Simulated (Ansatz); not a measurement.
Sb₂Se₃: checking a database structure before trusting its electric field gradients

The cell is a computed structure from the Materials Project (it need not be an observed phase), atoms as given.

```cif
data_Sb2Se3
_symmetry_space_group_name_H-M 'Pnma'
_symmetry_Int_Tables_number 62
_cell_length_a 12.8230
_cell_length_b 3.8084
_cell_length_c 15.0557
_cell_angle_alpha 90.000
_cell_angle_beta 90.000
_cell_angle_gamma 90.000
loop_
_atom_site_label
_atom_site_type_symbol
_atom_site_symmetry_multiplicity
_atom_site_Wyckoff_symbol
_atom_site_fract_x
_atom_site_fract_y
_atom_site_fract_z
Sb1 Sb 4 c 0.5149 0.2500 0.2386
Sb5 Sb 4 c 0.1871 0.2500 0.0573
Se9 Se 4 c 0.6789 0.2500 0.9826
Se10 Se 4 c 0.7122 0.2500 0.2700
Se15 Se 4 c 0.5397 0.2500 0.6483
```

One atom of each set is listed.

Computed with Ansatz: DFT, PBE, plane waves and PAW, scalar-relativistic, 420 eV cutoff, Γ-centred 3×7×2 k-points, Fermi–Dirac smearing 0.02 eV.

(1) Do the atoms and the cell lie near the calculated equilibrium?

Answers

(1) Yes. The largest force is 0.072 eV/Å, on atom 10 (Se: 2 Sb at 2.57–2.62 Å, angle 94°), and the pressure is 0.0 GPa.
